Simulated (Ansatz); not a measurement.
Input file for Ansatz (a first-principles code):

Ansatz 0.2 input:
```yaml
crystal:
  lattice:
    - [0.0, 2.5644562887, 2.5644562887]
    - [2.5644562887, 0.0, 2.5644562887]
    - [2.5644562887, 2.5644562887, 0.0]
  atoms:
    - { symbol: Se, position: [0.75, 0.75, 0.75] }
    - { symbol: Be, position: [0.0, 0.0, 0.0] }
kpoints:
  mp_grid: { grid: [9, 9, 9] }
basis: { xc_grid: 2 }
hamiltonian:
  xc: pbesol
  pseudopotentials: { kind: paw }
scf:
  occupations: { method: fixed }
checkpoint: { read: static.run }
output: { write_density: true, elf: true, volumetric_format: npy }
```

Output (shortened):

```
Pseudopotential: Se, paw, valence charge 16
Pseudopotential: Be, paw, valence charge 2
Functional definition: PBEsol
Crystal: 2 atoms, lattice volume = 33.730 Å³
Basis set: ecut = 420 eV, 645 PW (Γ), exchange–correlation on 50×50×50 points (8 copies of the dense FFT grid, shifted against one another)
Bands: 13, of which v1, the nominal top of the filled ones, is band 9 counted from 1 (8 counted from 0)
Symmetry: 24 space group operations
Space group: F-43m (ITA 216), of the structure as read, at distance tolerance 3.2e-5 Å
k-points: 35 of 729 (time reversal used)
Stability of the state it starts from, as read at its close in the unpolarized treatment …
iter 1 solved again at ethr=2.36e-7 eV; its pass at ethr=3.10e-3 eV (dr2=4.25e-5 eV) is discarded
SCF iter   1: F=—  HF=-5516.162156 eV  |F-HF|=—  |Δ(HF+E_count)|=         —  Δρ=2.44e-7  dr2=1.04e-11  ethr=2.36e-7  ⟨swp⟩=2.1  Hψ=3445  notcnv=0  defer=63
preconditioner: auto → none
SCF iter   2: F=-5516.162156 eV  HF=-5516.162156 eV  |F-HF|=3.64e-12  |Δ(HF+E_count)|=   8.20e-9  Δρ=9.85e-8  dr2=1.33e-12  ethr=1.00e-12  ⟨swp⟩=6.3  Hψ=2211  notcnv=0
SCF 1 converged in 2 iterations: F = -5516.162156 eV  dr2 = 1.33e-12
SCF converged after 2 iterations
Free energy (F): -5516.162156 eV
Harris-Foulkes:  -5516.162156 eV  (|F-HF|=3.64e-12)
Internal energy: -5516.162156 eV  (E = F + TS)
E sigma→0 (E₀):  -5516.162156 eV
Fermi energy:    7.008025 eV
--- Per-component energies (eV) ---
  E_band       = -383.869861
  E_kinetic    = 139.419675
  E_local      = -2516.486771  (includes V_loc(G=0)·N_el)
  E_nonlocal   = -588.895443
  E_hartree    = 1241.941400
  E_xc         = -123.174934
  E_vxc        = -119.272785  (∫ρ·V_xc dr)
  E_paw        = -1924.550458  (= ΣΔE_a)
  E_vpaw       = 217.483219  (= ΣTr[D̂ρ^β])
  E_aug_tail   = -0.000562  (compensation charges beyond the density's cutoff)
  E_ewald      = -1745.433044
  E_core_change = 1.017982  (= ΣΔE_core)
  E_smearing   =  0.000000  (= −TS)
  E_closure    =  0.000000  (closes the sum)
  Σ components = -5516.162156   (vs F -5516.162156, Δ=0.00e0)
  [band-id]    e_kinetic+e_local+e_nonlocal+2·e_hartree+e_vxc+e_vpaw+e_augmentation_tail = -383.869867   (vs E_band -383.869861, Δ=-6.43e-6)
--- Band table (eV; the first three rows and the last of 35) ---
  k-point 0: bands = ["-39.7368", "-39.7368", "-39.7368", "-39.7302", "-39.7302", "-6.8792", "7.0080", "7.0080", "7.0080", "11.2923", "11.9977", "11.9977", "11.9977"]
  k-point 1: bands = ["-39.7367", "-39.7367", "-39.7367", "-39.7302", "-39.7302", "-6.7555", "5.8947", "6.8340", "6.8340", "11.5132", "12.2861", "12.2861", "12.9091"]
  k-point 2: bands = ["-39.7365", "-39.7364", "-39.7364", "-39.7301", "-39.7301", "-6.4101", "3.9996", "6.4661", "6.4661", "11.4656", "12.8067", "12.8067", "14.8577"]
  k-point 34: bands = ["-39.7362", "-39.7359", "-39.7351", "-39.7304", "-39.7298", "-5.0455", "2.4306", "3.1693", "3.9378", "12.7328", "13.6991", "14.3236", "16.0249"]
```

Cost: very roughly 0.9 core-seconds on shared cores.

The cell was relaxed with PBEsol under the symmetry of its start. Spin–orbit coupling is left out wherever it is not named.

Potentials: the later of the program's two PAW sets.

Ansatz is a plane-wave DFT program.
